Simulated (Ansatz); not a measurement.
# Electric field gradients in WS3

The calculation used Ansatz, DFT LDA, scalar-relativistic, plane waves, PAW. Cutoff 420 eV, 10×10×10 k-points (Γ-centred), Fermi-Dirac smearing of 0.15 eV. No spin polarisation.

Relaxed structure:
```xyz
4
Lattice="4.6116 0.0000 0.0000 0.0000 4.6116 0.0000 0.0000 0.0000 4.6116" Properties=species:S:1:pos:R:3 pbc="T T T"
W     0.0000    0.0000    0.0000
S     0.0000    0.0000    2.3058
S     0.0000    2.3058    0.0000
S     2.3058    0.0000    0.0000
```

The cell was built by swapping an element in a database structure (itself possibly hypothetical) and relaxing; it need not be the stable form of this composition. In a metal these results depend on the k mesh and the smearing. A semilocal functional can close a gap that the real compound has. Spin–orbit coupling is left out, which matters for gradients at heavy nuclei.

Task: Give V_zz (10²¹ V/m²) and the asymmetry η at each distinct site.

Result:
```tsv
atom	V_zz	η
W (atom 1)	0.000	zero by symmetry
S (atom 2)	0.864	0.00
```

Cost: 1 run of about 0.14 core-minutes, on Intel Xeon Platinum 8259CL (Skylake/Cascade Lake) (shared hosts).